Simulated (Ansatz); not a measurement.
Level: r2SCAN, no spin polarisation; 500 eV; 4×4×6 Γ-centred mesh; methfessel-paxton occupations (width 0.0107 eV); Ansatz 0.2.0, fixed geometry. The cell carries a charge of -2 e on a uniform background.

Computed maps in the lattice plane spanned by a (left to right, 7.55 Å, 23 points from zero) and b (bottom to top, 7.55 Å, 23 points from zero), 90° apart, at height 0.000 along c. The fields are smooth PAW ones with compensation charges, not the true ones near nuclei.

Valence density. Digits on a logarithmic scale: 0 up to 0.03 e/Å³, each further digit a factor of 1.6, 9 from 1.3 e/Å³ up:
```
99975443210000123445799
99877765420000245677789
87778997531001357998777
55789999742002479999875
34799089742002479809974
34699899742002479989964
23579997531001357999753
12457775420000245777542
01234443200000023444321
00012221000000001222100
00000000000000000000000
00000000000000000000000
00012221000000001222100
01234443200000023444321
12457775420000245777542
23579997531001357999753
34699899742002479989964
34799089742002479809974
55789999742002479999875
87778997531001357998777
99877765420000245677789
99975443210000123445799
99985332100000012335899
```

The cell is Cs₂HgCl₄. Which atoms lie within 0.2 Å of this plane, and where (fractions of a and b)?

Hg at (0.00, 0.00), Cl at (0.22, 0.22), Cl at (0.78, 0.22), Cl at (0.78, 0.78), Cl at (0.22, 0.78). The whole cell:
```yaml
crystal:
  lattice:
    - [7.54659, 0.00000, 0.00000]
    - [0.00000, 7.54659, 0.00000]
    - [0.00000, 0.00000, 4.76172]
  atoms:
    - { symbol: Cs, position: [0.00000, 0.50000, 0.50000] }
    - { symbol: Cs, position: [0.50000, 0.00000, 0.50000] }
    - { symbol: Hg, position: [0.00000, 0.00000, 0.00000] }
    - { symbol: Cl, position: [0.22100, 0.22100, 0.00000] }
    - { symbol: Cl, position: [0.77900, 0.22100, 0.00000] }
    - { symbol: Cl, position: [0.77900, 0.77900, 0.00000] }
    - { symbol: Cl, position: [0.22100, 0.77900, 0.00000] }
```

Origin: a known structure type with other elements, at an estimated volume, so it need not be a known compound. Caveats: many states at the Fermi level without spin polarisation, so a magnetic state may lie lower; atoms or cell far from equilibrium; charged cell with a uniform background.
